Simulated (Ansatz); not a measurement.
# Ta (P6_3/mmc), stationary points along a deformation path

Theory: Ansatz, DFT PBEsol, scalar-relativistic, plane waves, PAW. Settings: plane waves to 420 eV, k-mesh 21×21×10 (Γ-centred), Gaussian smearing 0.15 eV. Spin–orbit coupling is left out, which can shift energies with elements as heavy as these. No spin polarisation. Energies are free energies at this smearing, counted from the undisturbed cell; pressure is positive in compression.

The starting cell (as given, not relaxed at this level; it stands at -7.1 GPa; this form isn't the usual structure):

```
CELL_PARAMETERS angstrom
2.90037 0.00000 0.00000
-1.45019 2.51180 0.00000
0.00000 0.00000 5.16627
ATOMIC_POSITIONS crystal
Ta 0.66667 0.33333 0.75000
Ta 0.33333 0.66667 0.25000
```

At fixed volume and fractional coordinates, lengths along (0.000, 0.000, 1.000) are scaled against those across it; ρ is that ratio over its starting value. V = 18.819 Å³/atom. Δσ is the stress along the axis less the mean stress across it (compression positive).

```
    ρ  ΔE (meV/atom)  Δσ (GPa) space group
0.800          162.5      7.89     P6_3/mmc
0.850          114.0     11.45     P6_3/mmc
0.920           42.5     10.77     P6_3/mmc
0.960           12.0      6.98     P6_3/mmc
1.000            0.0      0.08     P6_3/mmc
1.050           18.6     -9.95     P6_3/mmc
1.100           73.3    -20.21     P6_3/mmc
1.200          278.9    -40.42     P6_3/mmc
1.300          595.7    -60.75     P6_3/mmc
```

Task: How does the stress give the slope of the energy, and where is the energy stationary?

Result: Along the path d ln(length) is 2/3 d ln ρ on the axis and −1/3 d ln ρ across it, so dE/d ln ρ = −(2/3) V Δσ: the energy falls with ρ where Δσ is positive. Δσ vanishes or changes sign between ρ = 1.000 and 1.050, a minimum (near 1.00 by linear interpolation). Pairs of stationary points between two samples would go unseen, and could change a minimum read from distant neighbours into a maximum.

Task: Integrate that slope from ρ = 1 to 1.200 by the trapezoid rule.

Result: With V/N in Å³ and 1 eV/Å³ = 160.2 GPa the slopes at ρ = 1.000, 1.050, 1.100, 1.200 are -6, 779, 1583, 3165 meV/atom per unit of ln ρ. The steps add 18.9 + 54.9 + 206.6 = 280.3 meV/atom, against 278.9 from the energies; the trapezoid rule misses the curvature of the slope within each step.

In a metal these slopes depend on the k mesh and the smearing.